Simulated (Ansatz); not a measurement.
In InP (zinc blende type) the In atom of the primitive cell, with all its periodic images, is moved by 0.02 Å along x.

```
CELL_PARAMETERS angstrom
0.00000 2.98000 2.98000
2.98000 0.00000 2.98000
2.98000 2.98000 0.00000
ATOMIC_POSITIONS crystal
In 0.99664 0.00336 0.00336
P 0.25000 0.25000 0.25000
```

These are results of PBE, plane waves, all-electron PAW datasets generated for the crystal, point nucleus (Ansatz), not measurements.

Cutoff 240 eV; k-mesh 8×8×8 Γ-centred; Fermi–Dirac smearing of 0.1 eV; no spin polarisation; no spin–orbit coupling.

(1) What force results, and what does it mean for the zone-centre vibration?

Results:

(1) The force on it along the displacement is -0.1442 eV/Å, a force constant of 7.21 eV/Å². With the reduced mass of 24.39 u the zone-centre transverse optical mode lies at 284 cm⁻¹ (8.50 THz) in this finite-step estimate. The longitudinal mode lies higher by the LO–TO splitting, which a displacement repeated in every cell doesn't give.

| atom | Fx (eV/Å) | Fy (eV/Å) | Fz (eV/Å) |
| --- | --- | --- | --- |
| In1 | -0.1442 | 0.0000 | 0.0000 |
| P2 | 0.1442 | 0.0000 | 0.0000 |
